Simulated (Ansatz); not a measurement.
TiC (CsCl type, space group No. 221) under volume change, the program Ansatz at the PBEsol level (PAW), scaled uniformly.

```json
[
 {"V (Å³/atom)": "8.779", "E − E(relaxed) (meV/atom)": "66.9", "P (GPa)": "26.78"},
 {"V (Å³/atom)": "9.068", "E − E(relaxed) (meV/atom)": "28.1", "P (GPa)": "16.40"},
 {"V (Å³/atom)": "9.358", "E − E(relaxed) (meV/atom)": "6.7", "P (GPa)": "7.57"},
 {"V (Å³/atom)": "9.647", "E − E(relaxed) (meV/atom)": "0.0", "P (GPa)": "0.00"},
 {"V (Å³/atom)": "9.937", "E − E(relaxed) (meV/atom)": "6.1", "P (GPa)": "-6.55"},
 {"V (Å³/atom)": "10.226", "E − E(relaxed) (meV/atom)": "23.1", "P (GPa)": "-12.25"},
 {"V (Å³/atom)": "10.515", "E − E(relaxed) (meV/atom)": "49.8", "P (GPa)": "-17.16"}
]
```

Task: What does a third-order Birch–Murnaghan fit give for V₀, B₀ and B′?

Result: V₀ = 9.65 Å³/atom, B₀ = 236 GPa, B′ = 4.0.

Space group Pm-3m (CsCl type). The cell is a constructed one: a structure type filled with these elements; neither database checked (COD, Materials Project) lists it. It is not the phase usual at ambient conditions (space group No. 225). Symmetry was held in the PBEsol relaxation. At this level the phase is mechanically unstable. No spin polarisation was allowed.

Potentials: the later of the program's two PAW sets.
